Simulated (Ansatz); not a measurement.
SiC (wurtzite)

```yaml
crystal:
  lattice:
    - [3.07590, 0.00000, 0.00000]
    - [-1.53795, 2.66381, 0.00000]
    - [0.00000, 0.00000, 5.04769]
  atoms:
    - { symbol: Si, position: [0.66667, 0.33333, 0.00051] }
    - { symbol: Si, position: [0.33333, 0.66667, 0.50051] }
    - { symbol: C, position: [0.66667, 0.33333, 0.62469] }
    - { symbol: C, position: [0.33333, 0.66667, 0.12469] }
```

The volume is varied about the relaxed value V₀ at fixed cell shape. The atoms relax within the cell's symmetry.

Computed with PBEsol (plane waves to 420 eV, PAW, scalar-relativistic; Ansatz, a first-principles code). k mesh 12×12×7 (Γ-centred), Fermi-Dirac smearing 0.05 eV. Stress and pressure are positive under compression. SiC was relaxed with its symmetry unable to fall.

At one point of the scan the stress tensor (GPa) is:

```
    3.5      0.0      0.0
    0.0      3.5      0.0
    0.0      0.0      3.4
```

Q: Which point is it?
(A) V/V₀ = 0.985
(B) V/V₀ = 0.955
(C) V/V₀ = 0.940
(D) V/V₀ = 0.970

A: A, V/V₀ = 0.985

(Under strain, the slope of the energy per volume gives the stress and its curvature an elastic modulus.)
